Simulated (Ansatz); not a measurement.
# W (Fm-3m), random displacements

Level of theory: Ansatz, DFT PBEsol, scalar-relativistic, plane waves, PAW. Settings: plane waves to 420 eV, k-mesh 10×10×10 (Γ-centred), Gaussian smearing 0.15 eV. Spin–orbit coupling is left out, which can shift energies with elements as heavy as these. No spin polarisation. Energies are free energies at this smearing, counted from the undisturbed cell; pressure is positive in compression.

Reference structure (as given, not relaxed at this level; this fcc form isn't the usual structure):

```xyz
8
Lattice="0.0000 4.0600 4.0600 4.0600 0.0000 4.0600 4.0600 4.0600 0.0000" Properties=species:S:1:pos:R:3 pbc="T T T"
W     0.0000    0.0000    0.0000
W     2.0300    2.0300    0.0000
W     2.0300    0.0000    2.0300
W     4.0600    2.0300    2.0300
W     0.0000    2.0300    2.0300
W     2.0300    4.0600    2.0300
W     2.0300    2.0300    4.0600
W     4.0600    4.0600    4.0600
```

The atoms are displaced (Å, in the unstrained cell):

| atom | ux | uy | uz |
| --- | --- | --- | --- |
| W1 | 0.054 | 0.052 | 0.061 |
| W2 | 0.008 | 0.039 | -0.043 |
| W3 | 0.051 | -0.074 | -0.054 |
| W4 | -0.050 | -0.091 | -0.021 |
| W5 | 0.098 | -0.024 | 0.071 |
| W6 | -0.088 | -0.024 | -0.046 |
| W7 | -0.012 | 0.012 | -0.030 |
| W8 | -0.060 | 0.110 | 0.061 |

Strain (Voigt, engineering shear): (0.0030, -0.0042, 0.0013, 0.0176, -0.0075, 0.0068).

(1) What are the energy change, the stress and the forces?

Answers

(1) ΔE = 45.1 meV/atom; stress (xx, yy, zz, yz, xz, xy; compression positive) (-10.14, -11.44, -9.22, 0.26, -1.22, 1.03) GPa.
```tsv
atom	Fx (eV/Å)	Fy	Fz
W1	-0.65	0.01	0.28
W2	-0.57	0.63	-0.44
W3	-0.74	-0.50	1.03
W4	0.17	1.63	1.04
W5	-0.70	-0.46	-0.65
W6	1.34	0.40	0.03
W7	0.93	-0.24	0.34
W8	0.22	-1.48	-1.64
```

Cost: 1 run of about 7.3 core-minutes, on AMD EPYC 7R43 (Zen 3) (shared hosts).